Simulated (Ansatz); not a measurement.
ZnCdS2:
```
CELL_PARAMETERS angstrom
      3.92781     0.00000     0.00000
      0.00000     3.92781     0.00000
      0.00000     0.00000     5.65345
ATOMIC_POSITIONS crystal
  Zn 0.00000 0.00000 0.50000
  Cd 0.50000 0.50000 0.00000
  S  0.50000 0.00000 0.27536
  S  0.00000 0.50000 0.72464
```

This is the PBEsol-relaxed structure. Cartesian axes are those of the cell as given.

Task: All from the program Ansatz at the PBEsol level (PAW), unless another level is named. Predict the HSE06 gap on the PBEsol cell.

Result: 2.63 eV.

Task: What about the electron effective mass with spin–orbit coupling?

Result: 0.14, 0.14, 0.15 mₑ (principal values).

Task: Give the hole effective mass, band 2 of 2 at the edge.

Result: 0.13 along x, 0.72 along z (mₑ).

Task: Give the formation energy from the elements (no fitted shifts).

Result: -712 meV/atom.

Space group P-4m2. The workflow started from a Materials Project entry (that database holds measured and hypothetical structures alike); the Crystallography Open Database copy checked does not list it. Its standing as an ambient phase is unchecked. The cell was relaxed with PBEsol under the symmetry of its start; of distortions, only those at the zone centre were tested. The references are the lowest solids computed at this level, not always the standard phases. Spin–orbit coupling is left out wherever it is not named.

Potentials: the later of the program's two PAW sets.
